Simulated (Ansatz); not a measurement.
LiC6:
Space group Cmmm (No. 65); a = 2.496 Å, b = 12.913 Å, c = 3.582 Å, α = 90.00°, β = 90.00°, γ = 90.00°

| atom | site | symmetry | x | y | z |
|---|---|---|---|---|---|
| C | 4i | m2m | 0.0000 | 0.0569 | 0.0000 |
| C | 4i | m2m | 0.0000 | 0.3872 | 0.0000 |
| C | 4i | m2m | 0.0000 | 0.2771 | 0.0000 |
| Li | 2c | mmm | 0.0000 | 0.5000 | 0.5000 |
(The calculation used a cell of 7 atoms; values per cell refer to that cell.)

This is the r²SCAN-relaxed structure.

All from r²SCAN in the plane-wave PAW code Ansatz, unless another level is named. Predict the electronic character.

metallic (no gap).

Predict the density of states at the Fermi level.

0.15 states/eV per atom (mean over ±0.08 eV).

What about the formation energy from the elements (no fitted shifts)?

0.022 eV/atom.

The start of the workflow was typed in or built on a structure type; neither database checked (COD, Materials Project) lists it. Its standing as an ambient phase is unchecked. Symmetry was held in the r²SCAN relaxation; its stability against distortions is not shown here. The references are the lowest solids computed at this level, not always the standard phases.

Potentials: the later of the program's two PAW sets.
